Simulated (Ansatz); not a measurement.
Diamond alloy of Si and Ge (36 of 64 Si sites exchanged), 64 atoms

Ansatz, PAW, plane waves. PBEsol relaxation of volume and atoms (shape held) at the single k point (¼, ¼, ¼) without its symmetry partners; single points on the relaxed atoms at the Γ point alone, onto which points of the small cell's zone fold. Arrangement: quasirandom. No spin–orbit coupling unless named.

Relaxed structure:

```xyz
64
Lattice="11.1161 0.0000 0.0000 0.0000 11.1161 0.0000 0.0000 0.0000 11.1161" Properties=species:S:1:pos:R:3 pbc="T T T"
Ge   11.0985   11.1086   11.0621
Ge   11.1023    5.5417   11.0626
Ge    5.5777    0.0425    0.0098
Ge    5.5964    0.0352    5.6020
Ge    5.5609    5.5497   11.0591
Ge    5.5866    5.5724    5.5972
Ge    1.3757    1.4197    1.3710
Ge    1.3725    1.3938    6.9213
Ge    1.3800    6.9440    1.3690
Ge    1.3742    6.9284    6.9685
Ge    6.9681    6.9515    1.3942
Ge    2.7801    8.3280   11.0598
Ge    8.3131    2.7523   11.0873
Ge    8.3305    8.3174    5.5891
Ge    4.1578    4.1366    1.3473
Ge    4.1581    4.1442    6.9825
Ge    4.1853    9.7104    1.3871
Ge    4.1587    9.7029    6.9440
Ge    9.7191    4.1552    1.4093
Ge    9.6834    9.7337    1.3787
Ge    9.7454    9.7635    6.9736
Ge    2.7781    0.0037    2.7892
Ge    2.7785    0.0081    8.3715
Ge    2.7755    5.5444    2.7873
Ge    4.1663    1.4209    4.2030
Ge    4.1795    6.9871    4.1809
Ge    9.7238    6.8944    4.1858
Ge   11.0942    2.8150    8.3417
Ge   11.0994    8.3350    2.7856
Ge    5.5886    2.7660    2.7655
Ge    5.5640    8.2902    8.3418
Ge    1.3558    4.1379    4.2020
Ge    1.3745    9.7311    4.2140
Ge    6.9980    4.1606    4.1898
Ge    6.9568    9.7400    4.1440
Ge    6.9863    9.7381    9.7195
Si   11.0889    0.0191    5.5438
Si   11.0899    5.5225    5.5918
Si    6.9813    1.3794    1.4122
Si    6.9896    1.4270    6.9901
Si    6.9779    6.9255    6.9912
Si    2.7677    2.7761   11.0622
Si    2.7721    2.7863    5.5739
Si    2.7585    8.3296    5.5751
Si    8.3731    2.7614    5.5898
Si    8.3524    8.3118   11.0889
Si    9.7012    4.1892    6.9492
Si    2.7741    5.5423    8.3632
Si    8.3478    0.0373    2.7834
Si    8.3481    0.0416    8.3353
Si    8.3396    5.5463    2.7785
Si    8.3403    5.5478    8.3324
Si    4.1882    1.4286    9.7316
Si    4.1514    6.9173    9.6922
Si    9.7219    1.3878    4.1823
Si    9.7116    1.3905    9.6976
Si    9.7064    6.9527    9.6945
Si   11.0847    2.7538    2.7995
Si   11.1043    8.3363    8.3593
Si    5.5812    2.7667    8.3520
Si    5.5715    8.3422    2.7716
Si    1.4201    4.1680    9.7159
Si    1.3688    9.7055    9.7004
Si    6.9581    4.1646    9.6809
```

Question: What are the mean bond lengths by pair (pairs within 1.2 times the sum of covalent radii, less contacts 15 % beyond the pair's median; cation–cation pairs of compounds aside; long ionic contacts are cut short by that bound)?

Answer: Ge–Ge 2.441 ± 0.007 Å (standard deviation, 40 bonds); Ge–Si 2.400 ± 0.008 Å (standard deviation, 64 bonds); Si–Si 2.368 ± 0.010 Å (standard deviation, 24 bonds).

Question: What gap lies between the top filled and the lowest empty level in the single points?

Answer: HSE06 1.11 eV (33 s on NVIDIA GB300). An indirect band minimum needn't fold onto Γ of this cell; where it doesn't, these gaps are too wide.
